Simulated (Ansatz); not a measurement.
Profile along the Ba–F line in BaF2 (fluorite)

BaF2 (fluorite)

```cif
data_Ba4F8
_chemical_formula_sum 'Ba4 F8'
_space_group_name_H-M_alt 'Fm-3m'
_space_group_IT_number 225
_space_group_name_Hall '-F 4 2 3'
_cell_length_a 6.19474
_cell_length_b 6.19474
_cell_length_c 6.19474
_cell_angle_alpha 90.000
_cell_angle_beta 90.000
_cell_angle_gamma 90.000
loop_
_atom_site_label
_atom_site_type_symbol
_atom_site_symmetry_multiplicity
_atom_site_Wyckoff_symbol
_atom_site_fract_x
_atom_site_fract_y
_atom_site_fract_z
_atom_site_occupancy
Ba1 Ba 4 a 0.00000 0.00000 0.00000 1
F1 F 8 c 0.25000 0.25000 0.25000 1
```
(The calculation used a cell of 3 atoms; values per cell refer to that cell.)

Fields along a shortest Ba–F line of a {110} plane (2.68 Å), from Ba to F, interpolated on the slice's grid (step about 0.3 Å). Level of theory: r2SCAN (plane waves to 500 eV, PAW, scalar-relativistic; Ansatz, a program for electronic structure). k mesh 9×9×9. These are valence fields of a PAW run, semicore shells included where kept as valence: close to a nucleus they are smooth pseudo fields. BaF2 was relaxed with its symmetry unable to fall.

```
distance from Ba (Å)  valence electron density (e/Å³)  electron localisation function
--------------------  -------------------------------  ------------------------------
0.00                                             0.25                               x
0.13                                             0.27                               x
0.27                                             0.49                               x
0.40                                             0.89                               x
0.54                                             1.27                            0.53
0.67                                             1.40                            0.77
0.80                                             1.25                            0.87
0.94                                             0.93                            0.89
1.07                                             0.60                            0.78
1.21                                             0.36                            0.50
1.34                                             0.23                            0.18
1.47                                             0.19                            0.06
1.61                                             0.23                            0.15
1.74                                             0.37                            0.41
1.88                                             0.69                            0.67
2.01                                             1.40                            0.80
2.14                                             2.94                            0.81
2.28                                             5.88                               x
2.41                                             9.78                               x
2.55                                            12.89                               x
2.68                                            13.98                               x
```

x: too close to a nucleus for the ELF to mean much.

Density on the Ba–F line (2.68 Å) at its density minimum, 1.5 Å from Ba: 0.19 e/Å³. ELF at that point: 0.1. Character of the Ba–F contact (rough rule: ELF there above 0.7 covalent, below 0.2 ionic, polar between): closed-shell (ionic).
